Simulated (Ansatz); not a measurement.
**Relaxing an invented Li3Ta2O structure**

All numbers below come from DFT PBE, scalar-relativistic, plane waves, PAW (Ansatz 0.2.0). Cutoff 420 eV, Gaussian smearing, Γ-centred meshes. Cell and atoms relax first on a coarse mesh and then on a finer one. In between, the cell is made exact in the group found at 0.06 Å. In metals the finer mesh still leaves noise of several meV/atom or more. The steps can't lower the symmetry of their start. No spin polarisation in the relaxation; trial moments died out in a coarse test.

The guess for Li3Ta2O was made by a generator: random cell by space group and Wyckoff sites (R-3m, No. 166). Lengths were set from tabulated atomic sizes, so they are only a guess.

```
Li Ta O
1.0
     2.54781    1.47098    3.32886
    -2.54781    1.47098    3.32886
     0.00000   -2.94195    3.32886
Li Ta O
3 2 1
Direct
  0.50000 0.50000 0.00000
  0.00000 0.50000 0.50000
  0.50000 0.00000 0.50000
  0.18072 0.18072 0.18072
  0.81928 0.81928 0.81928
  0.50000 0.50000 0.50000
```

Energies over the elements count from the elements' standard structures at the same level (O₂ as a molecule), with no fitted energy shifts.

Task: What does it relax into?

Result: The symmetry stays R-3m (No. 166). The volume per atom grows by 2.3 %, from 12.5 to 12.8 Å³. The shortest distance goes from 2.12 Å (Li–Ta) to 2.32 Å (Li–O). The ratio c/a of the conventional cell changes by a factor of 1.14. The energy falls by about 1.1 eV/atom (the start's value is from the coarse mesh). Conventional cell: a = 4.911 Å, c = 11.002 Å. Li is surrounded by 2 O at 2.32 Å, 4 Li at 2.46 Å and 6 Ta at 2.74–2.79 Å; Ta is surrounded by 1 Ta at 2.64 Å, 9 Li at 2.74–2.79 Å, 3 O at 2.88 Å and 3 Ta at 3.02 Å; around O lie 6 Li at 2.32 Å and 6 Ta at 2.88 Å.

```xyz
6
Lattice="2.4557 1.4178 3.6673 -2.4557 1.4178 3.6673 0.0000 -2.8356 3.6673" Properties=species:S:1:pos:R:3 pbc="T T T"
Li    0.0000    1.4178    3.6673
Li   -1.2279   -0.7089    3.6673
Li    1.2279   -0.7089    3.6673
Ta    0.0000    0.0000    1.3208
Ta    0.0000    0.0000    9.6812
O     0.0000    0.0000    5.5010
```

Task: How does it come out in energy, and is it a metal?

Result:

| Quantity | Value |
| --- | --- |
| Formation energy | +0.17 eV/atom |
| Gap on the 12×12×12 mesh of the 6-atom cell | 0 eV (a metal) |

The separate elements lie lower, so it is unstable against them.

The last run used Gaussian smearing of 0.10 eV. Spin–orbit coupling, which can matter for Ta, is left out. A structure relaxed within its symmetry needn't be a true minimum. In all, the 3 runs took 4 min on 1 thread of Arm Neoverse N1 (shared host). Another cell of Li3Ta2O relaxed alike, in P-3m1, lies 0.48 eV/atom lower, so this cell isn't the stable form at this level.
